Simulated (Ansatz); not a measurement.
Cs₃CoF₆:
```cif
data_CoCs3F6
_chemical_formula_sum 'Cs3 Co1 F6'
_space_group_name_H-M_alt 'P 1'
_space_group_IT_number 1
_cell_length_a 6.55218
_cell_length_b 6.55218
_cell_length_c 6.55218
_cell_angle_alpha 60.000
_cell_angle_beta 60.000
_cell_angle_gamma 60.000
loop_
_space_group_symop_operation_xyz
  'x, y, z'
loop_
_atom_site_label
_atom_site_type_symbol
_atom_site_fract_x
_atom_site_fract_y
_atom_site_fract_z
_atom_site_occupancy
Cs1 Cs 0.25000 0.25000 0.25000 1
Cs2 Cs 0.75000 0.75000 0.75000 1
Cs3 Cs 0.50000 0.50000 0.50000 1
Co1 Co 0.00000 0.00000 0.00000 1
F1 F 0.80061 0.19939 0.19939 1
F2 F 0.19939 0.80061 0.80061 1
F3 F 0.19939 0.80061 0.19939 1
F4 F 0.80061 0.19939 0.80061 1
F5 F 0.19939 0.19939 0.80061 1
F6 F 0.80061 0.80061 0.19939 1
```

Relaxed with r²SCAN.

### Question
Which orbitals make up the states near the band edges in r²SCAN in the plane-wave PAW code Ansatz?

### Answer
Top 1 eV of the valence band: Co 3d 79 %, F 2p 20 %. Bottom 1 eV of the conduction band: Co 3d 69 %, F 2p 27 %. Projections are on Löwdin-orthogonalised atomic valence shells; empty p or d shells of many metals are not among them.

### Question
Tabulate the density of states.

### Answer
States/eV per cell of 10 atoms, in 0.25 eV bins, energy from the valence-band maximum.

| E (eV) | total | F 2p | Cs 5p | Co 3d |
|---|---|---|---|---|
| -7.85 | 0.00 | 0.00 | 0.00 | 0.00 |
| -7.60 | 21.25 | 2.07 | 18.79 | 0.11 |
| -7.35 | 11.60 | 0.71 | 10.61 | 0.04 |
| -7.10 | 16.97 | 0.82 | 15.89 | 0.04 |
| -6.85 | 19.79 | 2.00 | 17.53 | 0.14 |
| -6.60 | 2.39 | 0.19 | 2.19 | 0.01 |
| -6.35 | 0.00 | 0.00 | 0.00 | 0.00 |
| -6.10 | 0.00 | 0.00 | 0.00 | 0.00 |
| -5.85 | 0.00 | 0.00 | 0.00 | 0.00 |
| -5.60 | 0.00 | 0.00 | 0.00 | 0.00 |
| -5.35 | 1.86 | 1.57 | 0.08 | 0.03 |
| -5.10 | 5.16 | 4.13 | 0.37 | 0.19 |
| -4.85 | 5.30 | 3.89 | 0.19 | 1.04 |
| -4.60 | 13.19 | 9.96 | 0.47 | 2.47 |
| -4.35 | 23.45 | 17.89 | 1.25 | 4.02 |
| -4.10 | 13.23 | 10.57 | 1.36 | 0.99 |
| -3.85 | 9.81 | 8.25 | 1.18 | 0.17 |
| -3.60 | 0.00 | 0.00 | 0.00 | 0.00 |
| -3.35 | 0.00 | 0.00 | 0.00 | 0.00 |
| -3.10 | 7.02 | 6.91 | 0.03 | 0.00 |
| -2.85 | 30.57 | 29.52 | 0.54 | 0.02 |
| -2.60 | 10.43 | 9.74 | 0.54 | 0.01 |
| -2.35 | 23.98 | 23.63 | 0.20 | 0.01 |
| -2.10 | 0.00 | 0.00 | 0.00 | 0.00 |
| -1.85 | 0.00 | 0.00 | 0.00 | 0.00 |
| -1.60 | 0.00 | 0.00 | 0.00 | 0.00 |
| -1.35 | 0.00 | 0.00 | 0.00 | 0.00 |
| -1.10 | 0.00 | 0.00 | 0.00 | 0.00 |
| -0.85 | 0.00 | 0.00 | 0.00 | 0.00 |
| -0.60 | 0.00 | 0.00 | 0.00 | 0.00 |
| -0.35 | 0.00 | 0.00 | 0.00 | 0.00 |
| -0.10 | 24.00 | 4.81 | 0.03 | 18.92 |
| 0.15 | 0.00 | 0.00 | 0.00 | 0.00 |
| 0.40 | 0.00 | 0.00 | 0.00 | 0.00 |
| 0.65 | 0.00 | 0.00 | 0.00 | 0.00 |
| 0.90 | 0.00 | 0.00 | 0.00 | 0.00 |
| 1.15 | 0.00 | 0.00 | 0.00 | 0.00 |
| 1.40 | 0.00 | 0.00 | 0.00 | 0.00 |
| 1.65 | 0.00 | 0.00 | 0.00 | 0.00 |
| 1.90 | 0.00 | 0.00 | 0.00 | 0.00 |
| 2.15 | 0.00 | 0.00 | 0.00 | 0.00 |
| 2.40 | 0.00 | 0.00 | 0.00 | 0.00 |
| 2.65 | 3.47 | 0.88 | 0.01 | 2.43 |
| 2.90 | 12.53 | 3.37 | 0.06 | 8.66 |
| 3.15 | 0.00 | 0.00 | 0.00 | 0.00 |
| 3.40 | 0.00 | 0.00 | 0.00 | 0.00 |
| 3.65 | 0.00 | 0.00 | 0.00 | 0.00 |
| 3.90 | 0.00 | 0.00 | 0.00 | 0.00 |
| 4.15 | 0.00 | 0.00 | 0.00 | 0.00 |
| 4.40 | 0.00 | 0.00 | 0.00 | 0.00 |
| 4.65 | 0.00 | 0.00 | 0.00 | 0.00 |
| 4.90 | 0.00 | 0.00 | 0.00 | 0.00 |
| 5.15 | 0.00 | 0.00 | 0.00 | 0.00 |
| 5.40 | 0.11 | 0.00 | 0.00 | 0.00 |
| 5.65 | 0.31 | 0.00 | 0.00 | 0.00 |
| 5.90 | 0.57 | 0.01 | 0.01 | 0.00 |
| 6.15 | 2.41 | 0.06 | 0.03 | 0.00 |
| 6.40 | 8.27 | 0.20 | 0.06 | 0.01 |
| 6.65 | 7.07 | 0.15 | 0.05 | 0.01 |
| 6.90 | 11.94 | 0.16 | 0.04 | 0.01 |
| 7.15 | 10.94 | 0.14 | 0.05 | 0.02 |
| 7.40 | 4.94 | 0.05 | 0.02 | 0.00 |

Space group Fm-3m. The first step of the workflow began from a Materials Project structure, measured or hypothetical; the Crystallography Open Database copy checked does not list it. Its standing as an ambient phase is unchecked. The r²SCAN relaxation kept the symmetry of its start; whether a distortion lowers the energy is not shown. The run is not spin-polarised. No Hubbard U is applied. Scalar-relativistic: spin–orbit coupling is off unless named, which matters more the heavier the elements.

Potentials: the later of the program's two PAW sets.
